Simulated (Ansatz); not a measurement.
Infrared lines of transverse zone-centre modes from plane-wave PAW PBE (Ansatz code):

| ω (cm⁻¹) | relative intensity |
|---|---|
| 768 | 52 |
| 776 | 100 |

**Question.** Which of these materials gives this?
A) GaN, P6_3mc (Ga on 2a, Ga on 2b, N on 2a, N on 2b)
B) SiC, P6_3mc (Pearson symbol hP16)
C) SiNi, P6/mmm (Ni on 3f, Si on 1a, Si on 2d)
D) SiRh, P6/mmm (Rh on 3f, Si on 1a, Si on 2d)

**Answer.** B, SiC, P6_3mc (Pearson symbol hP16)

The workflow started from an entry of the Crystallography Open Database (COD). Its sites differ from those of the usual phase in this space group: another stacking or structure type. Symmetry was held in the PBE relaxation; phonons on a q-mesh show no instability.

Potentials: the later of the program's two PAW sets.
